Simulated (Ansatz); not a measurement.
**CuO2: which magnetic state is lowest?**

All numbers below come from DFT PBEsol+U, scalar-relativistic, plane waves, PAW in Ansatz 0.2.0.

```xyz
6
Lattice="1.4126 -5.2107 0.0000 1.4126 5.2107 0.0000 0.0000 0.0000 4.3434" Properties=species:S:1:pos:R:3 pbc="T T T"
Cu    1.4126   -3.4677    1.0859
Cu    1.4126    3.4677    3.2576
O     1.4126    0.5366    1.0859
O     1.4126   -0.5366    3.2576
O     1.4126    3.0115    1.0859
O     1.4126   -3.0115    3.2576
```

```json
{
 "plane-wave cutoff": "420 eV",
 "Γ-centred k-mesh": "14×14×8",
 "occupation rule": "Gaussian smearing, 0.05 eV",
 "U_eff on Löwdin-orthogonalised atomic d orbitals": "Cu 4 eV",
 "list of starting moments (μB, in atom order)": "1 1 0 0 0 0",
 "check for lower electronic states after the SCF": "on"
}
```

All runs keep this geometry, which isn't relaxed for the lowest state (largest force there 0.542 eV/Å, pressure -5.5 GPa) and needn't be a stable compound; relaxing each order can shift differences of a few meV. Site moments are spin moments in atom-centred spheres that scale with the neighbour distance. The states are those that the runs reached from these starts; a lower one can exist. No antiferromagnetic start is among these.

Q: Starts tried: no spin; ferromagnetic. Which state comes out lowest, and what are the moments?

A: Of the states reached here, with no antiferromagnetic start among them, the lowest is ferromagnetic, reached from the start “ferromagnetic”, with site moments (μB) Cu +0.11 (×2), O +0.44 (×2), O +0.26 (×2). The moments started on Cu and end on O, so other orders of the latter weren't tried.

| start | ends | energy above lowest (meV/atom) | site moments (μB) | gap on mesh (eV) | P (GPa) |
| --- | --- | --- | --- | --- | --- |
| no spin | non-magnetic | 8.28 | none over 0.05 | metal | -6.6 |
| ferromagnetic | ferromagnetic | 0.00 | Cu +0.11 (×2), O +0.44 (×2), O +0.26 (×2) | metal | -5.5 |

Cost: 2 runs of about 5.5 core-minutes in all, on Intel Xeon Processor @ 2.70GHz (shared hosts).